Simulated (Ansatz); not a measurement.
# MgPd: computed property card

MgPd (CsCl type, Pm-3m), a = 3.1566 Å, b = 3.1566 Å, c = 3.1566 Å, α = 90.00°, β = 90.00°, γ = 90.00°.

Space group Pm-3m (No. 221), CsCl type; conventional cell a = 3.157 Å, b = 3.157 Å, c = 3.157 Å, α = 90.00°, β = 90.00°, γ = 90.00°.

Method: r²SCAN (plane waves, PAW; program Ansatz). Structure relaxed to zero pressure with the same functional. Other levels are named where they apply.

### Cell and energy

- Volume per atom: 15.73 Å³
- Density: 6.90 g/cm³
- Formation energy from the elements (no fitted shifts): -0.72 eV/atom

### Electronic structure

Electronic character: metallic (no gap)
Density of states at the Fermi level: 0.42 states/eV per atom (mean over ±0.08 eV)
Gap with spin–orbit coupling: none (metallic)

### Mechanics

- Bulk modulus (Birch–Murnaghan fit) = 103 GPa
- Pressure derivative B′ = 4.5

### Charges

* **Bader charges**: Pd -1.58, Mg +1.58 e

The workflow started from an entry of the Crystallography Open Database (COD). Its standing as an ambient phase is unchecked. The cell was relaxed with r²SCAN under the symmetry of its start; its stability against distortions is not shown here. The run is not spin-polarised. The references are the lowest solids computed at this level, not always the standard phases. Spin–orbit coupling is left out wherever it is not named.

Potentials: the later of the program's two PAW sets.
